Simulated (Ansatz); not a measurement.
Relaxed-ion elastic tensor of TaAgO$_{3}$ in space group R-3c (No. 167; Ta on 6b, Ag on 6a, O on 18e) in GPa (Voigt order), the program Ansatz at the PBEsol level (PAW); density 9.36 g/cm³, 11.95 Å³ per atom.

```
  308    127    157  -34.4    0.0    0.0
  127    308    157   34.4    0.0    0.0
  157    157    275    0.0    0.0    0.0
-34.4   34.4    0.0   76.3    0.0    0.0
  0.0    0.0    0.0    0.0   76.3  -34.4
  0.0    0.0    0.0    0.0  -34.4   90.4
```

Is the crystal mechanically stable?

Yes: the smallest eigenvalue of C is 48.2 GPa.

Work out the Voigt, Reuss and Hill averages.

K_V = 197, K_R = 197, K_H = 197; G_V = 78.5, G_R = 66.4, G_H = 72.5 GPa.

Give Young's modulus, Poisson's ratio, Pugh's ratio and the universal anisotropy index.

E = 9KG/(3K + G) = 194 GPa; ν = 0.34; K/G = 2.72 (ductile by the Pugh limit of 1.75); A_U = 5G_V/G_R + K_V/K_R − 6 = 0.91.

Estimate the sound speeds and the Debye temperature.

v_l = √((K + 4G/3)/ρ) = 5600 m/s, v_t = √(G/ρ) = 2780 m/s, mean 3120 m/s; Θ = (h/k)(3n/4πV)^(1/3) v_m = 407 K.

How much does each axis shrink under pressure?

Linear compressibilities β_i = Σ_j S_ij (j = 1 to 3): x 1.7, y 1.7, z 1.7 per TPa.

The first step of the workflow began from a Materials Project structure, measured or hypothetical; the Crystallography Open Database copy checked does not list it. COD files the formula under space group No. 161, so this cell is another polymorph or a model. Its standing as an ambient phase is unchecked. The PBEsol relaxation kept the symmetry of its start; phonons on a q-mesh show no instability. The run is not spin-polarised. Scalar-relativistic: spin–orbit coupling is off unless named, which matters more the heavier the elements.

Potentials: the later of the program's two PAW sets.
